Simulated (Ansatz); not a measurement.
LaN:
```
CELL_PARAMETERS angstrom
      4.43596     0.00000     0.00000
      0.00000     4.43596     0.00000
      0.00000     0.00000     3.71856
ATOMIC_POSITIONS crystal
  La 0.50000 0.00000 0.26231
  La 0.00000 0.50000 0.73769
  N  0.50000 0.50000 0.00000
  N  0.00000 0.00000 0.00000
```

Relaxed with HSE06. Special points in fractions of this cell's reciprocal vectors: Γ (0.000, 0.000, 0.000); X (0.000, 0.500, 0.000); M (0.500, 0.500, 0.000); Z (0.000, 0.000, 0.500); R (0.000, 0.500, 0.500); A (0.500, 0.500, 0.500).

Task: List the band energies nearest the valence-band maximum at these points for the program Ansatz at the HSE06 level (PAW).

Result: In eV from the valence-band maximum; about four levels below and three above (degenerate sets whole), none deeper than 8.9 eV; points with the same levels are listed once.

```tsv
k	below	above
Γ	-1.46 -1.46 -1.29 -0.36 -0.36	2.39 2.71 3.98
X	-1.27 -1.27 -1.25 -1.25	2.70 2.70 3.96 3.96
M	-1.72 -1.72 -0.62 -0.62	2.59 2.59 3.32 3.32
Z	-2.37 -2.37 -1.54 -1.54	4.01 4.28 5.71
R	-2.26 -2.26 -1.54 -1.54	4.73 4.73 5.36 5.36
A	-1.50 -1.50 -1.39 -1.39	3.91 3.91 4.02 4.02
```

Space group P4/nmm. The first step of the workflow began from a Materials Project structure, measured or hypothetical; the Crystallography Open Database copy checked does not list it. COD files the formula under space group No. 225. Its standing as an ambient phase is unchecked. Symmetry was held in the HSE06 relaxation; whether a distortion lowers the energy is not shown. The hybrid was solved on a coarse mesh, the path and, where they were found, the r²SCAN edge points; its band edges are the extreme levels among these. Spin–orbit coupling is left out wherever it is not named.

Potentials: the later of the program's two PAW sets.
